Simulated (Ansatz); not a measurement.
## Trial structures of SnH5: starts and ends

Theory: DFT PBE, scalar-relativistic, plane waves, PAW in Ansatz. Settings: cutoff 420 eV, Γ-centred meshes spaced at most about 0.3 Å⁻¹, and about 0.25 Å⁻¹ or finer for metals (2π included), Gaussian smearing. No spin polarisation in the final relaxations.

Each guess was relaxed in cell and atoms at zero pressure, within the symmetry of its start. All energies are static (0 K, no zero-point motion). Coordination counts H atoms around Sn (those within 1.25 times the shortest such distance or 1.15 times the sum of covalent radii; a plus sign parts nearer from farther groups).

| guess | made from | start group | V start (Å³/atom) | end group | V end (Å³/atom) | coordination at the end | gap on mesh (eV) | E over the lowest end (meV/atom) |
| --- | --- | --- | --- | --- | --- | --- | --- | --- |
| 1 | Hf5Pb type | P4/mmm | 11.8 | P4/mmm | 9.3 | Sn 2+8 | 0 | 43 |
| 2 | DyFe5 type | P6/mmm | 11.5 | ? | ? | ? | ? | ? |
| 3 | BaSn5 type | P6/mmm | 11.5 | P6/mmm | 9.6 | Sn 2 | 0 | 0 |
| 4 | random cell | P6/mmm | 11.0 | P6/mmm | 11.0 | Sn 2 | 0 | 422 |
| 5 | ZrNi5 type | F-43m | 12.5 | F-43m | 6.9 | Sn 16 | 0 | 648 |
| 6 | random cell | I4/mmm | 11.9 | I4/mmm | 8.9 | Sn 4 | 0 | 362 |
| 7 | CeMg5 type | P-6m2 | 13.4 | P-6m2 | 9.9 | Sn 2+6 | 0 | 48 |

Guess 2 as it starts:

```cif
data_structure
_symmetry_space_group_name_H-M 'P6/mmm'
_symmetry_Int_Tables_number 191
_cell_length_a 4.5695
_cell_length_b 4.5695
_cell_length_c 3.8235
_cell_angle_alpha 90.000
_cell_angle_beta 90.000
_cell_angle_gamma 120.000
_cell_volume 69.14
loop_
_atom_site_label
_atom_site_type_symbol
_atom_site_symmetry_multiplicity
_atom_site_Wyckoff_symbol
_atom_site_fract_x
_atom_site_fract_y
_atom_site_fract_z
_atom_site_occupancy
Sn1 Sn 1 a 0.00000 0.00000 0.00000 1
H1 H 2 c 0.33333 0.66667 0.00000 1
H2 H 3 g 0.50000 0.00000 0.50000 1
```

Q: Predict the end of this guess and its energy over the lowest end.

A: It ends in space group P6/mmm (No. 191), with a = 3.586 Å, c = 4.037 Å, 7.5 Å³/atom and no gap. It lies 0.66 eV/atom over the lowest end, above guess 5 and so the highest of the set. Counting H atoms around Sn, this end has Sn 6 and the lowest (guess 3) has Sn 2. The lowest (guess 3) holds H–H pairs as short as in free H₂ molecules (shortest 0.77 Å); in this end the shortest H–H distance is 1.79 Å.

```
Sn H
1.0
     3.58595    0.00000    0.00000
    -1.79297    3.10552    0.00000
     0.00000    0.00000    4.03685
Sn H
1 5
Direct
  0.00000 0.00000 0.00000
  0.33333 0.66667 0.00000
  0.66667 0.33333 0.00000
  0.50000 0.00000 0.50000
  0.50000 0.50000 0.50000
  0.00000 0.50000 0.50000
```

The zero of energy is the elements' standard structures at the same level (H₂ as a molecule); no fitted shifts are applied. The references include grey tin.

Q: Is the lowest end bound against the elements?

A: No: its formation energy is +0.35 eV/atom. It can't be a ground state, since the elements alone are lower.

For metals, differences of a few meV/atom aren't resolved. Weakly bound directions are ill-defined at this level, which has no dispersion term (P6/mmm at 9.6 Å³/atom, P4/mmm, P-6m2, I4/mmm, P6/mmm at 11.0 Å³/atom and others), and this can change margins and order among such cells. A magnetic state wasn't ruled out in cells without spin, among them P6/mmm at 9.6 Å³/atom, P4/mmm, P-6m2, I4/mmm, P6/mmm at 11.0 Å³/atom and others. With hydrogen, zero-point motion can shift formation energies by some tens of meV/atom. Cells relaxed within their symmetry can be saddle points. A lower structure may well exist outside this small set. Some structure types and database cells were kept out of the candidates from the start, so a known form may be missing.
